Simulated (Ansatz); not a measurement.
Problem. Name crystals whose computed values (the program Ansatz at the HSE06 level (PAW)) fall in these windows: gap (eV) 1.4 to 1.7; B₀ by P(V) fit (GPa) 42 to 57.

Solution. 

```tsv
crystal	gap (eV)	B₀ by P(V) fit (GPa)
MgTe, NiAs type	1.50	50.6
CdSe, zinc blende	1.47	50.4
CdSe, P6_3mc (Cd on 2a, Cd on 2b, Se on 2a, Se on 2b)	1.50	50.2
```
Others may fit too.

Built on a structure type that need not be the filed one of that space group: MgTe, NiAs type; CdSe, P6_3mc (Cd on 2a, Cd on 2b, Se on 2a, Se on 2b). Not the usual ambient phase: CdSe, P6_3mc (Cd on 2a, Cd on 2b, Se on 2a, Se on 2b). Standing as an ambient phase not checked: MgTe, NiAs type. All cells were relaxed under the symmetry of their starts (and spin orders); stability against distortions was not tested throughout. Scalar-relativistic: spin–orbit coupling is off unless named, which matters more the heavier the elements.

Potentials: the later of the program's two PAW sets.
